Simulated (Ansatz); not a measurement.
AlCr2C:
```
AlCr2C
1.0
    2.82353     0.00000     0.00000
   -1.41177     2.44525     0.00000
    0.00000     0.00000    12.63402
Al Cr C
2 4 2
Cartesian
  1.41177   0.81508   3.15850
  0.00000   1.63017   9.47551
  0.00000   1.63017   5.24849
  1.41177   0.81508   7.38553
  1.41177   0.81508  11.56550
  0.00000   1.63017   1.06852
  0.00000   0.00000   6.31701
  0.00000   0.00000   0.00000
```

Relaxed with r²SCAN.

**Question.** Map the valence electron density (e/Å³), cut off at 1 on the plane through (0.667, 0.333, 0.250) spanned by u = [0, 0, 1] and v = [1, -1, 0] in lattice vectors, from DFT-r²SCAN in the program Ansatz with PAW potentials.

**Answer.** x is the fraction of u, y of v (the angle between them is 90°; rows are the nearest grid lines); atoms in the plane: Al at (0.00, 0.00), Al at (0.50, 0.67), Cr at (0.17, 0.67), Cr at (0.33, 0.00), Cr at (0.67, 0.00), Cr at (0.83, 0.67), C at (0.25, 0.33), C at (0.75, 0.33).
```
y \ x   0.000  0.100  0.175  0.275  0.375  0.450  0.550  0.625  0.725  0.825  0.900   1.00
------  -----  -----  -----  -----  -----  -----  -----  -----  -----  -----  -----  -----
1.00    0.048  0.262  0.202   1.00   1.00  0.238  0.238   1.00   1.00  0.202  0.262  0.048
0.917   0.075  0.263  0.234  0.745   1.00  0.242  0.242   1.00  0.745  0.234  0.263  0.075
0.833   0.205  0.308  0.812  0.366  0.483  0.250  0.250  0.483  0.366  0.812  0.308  0.205
0.750   0.237  0.536   1.00  0.260  0.256  0.210  0.210  0.256  0.260   1.00  0.536  0.237
0.708   0.232  0.732   1.00  0.234  0.240  0.180  0.180  0.240  0.234   1.00  0.732  0.232
0.625   0.231  0.726   1.00  0.236  0.239  0.180  0.180  0.239  0.236   1.00  0.726  0.231
0.542   0.220  0.352   1.00  0.411  0.235  0.219  0.219  0.235  0.411   1.00  0.352  0.220
0.458   0.187  0.203  0.526  0.996  0.213  0.196  0.196  0.213  0.996  0.526  0.203  0.187
0.375   0.159  0.169  0.496   1.00  0.192  0.162  0.162  0.192   1.00  0.496  0.169  0.159
0.292   0.158  0.168  0.495   1.00  0.192  0.162  0.162  0.192   1.00  0.495  0.168  0.158
0.250   0.171  0.180  0.444   1.00  0.204  0.174  0.174  0.204   1.00  0.444  0.180  0.171
0.167   0.166  0.220  0.317  0.786  0.400  0.208  0.208  0.400  0.786  0.317  0.220  0.166
0.0833  0.070  0.252  0.227  0.824   1.00  0.233  0.233   1.00  0.824  0.227  0.252  0.070
0.000   0.048  0.262  0.202   1.00   1.00  0.238  0.238   1.00   1.00  0.202  0.262  0.048
```

The density is the valence pseudo-density with augmentation charge, so density and ELF within about 1 Å of a nucleus are not all-electron values.

Space group P6_3/mmc. The cell was relaxed with r²SCAN under the symmetry of its start; of distortions, only those at the zone centre were tested. The run is not spin-polarised.

Potentials: the earlier of the program's two PAW sets.
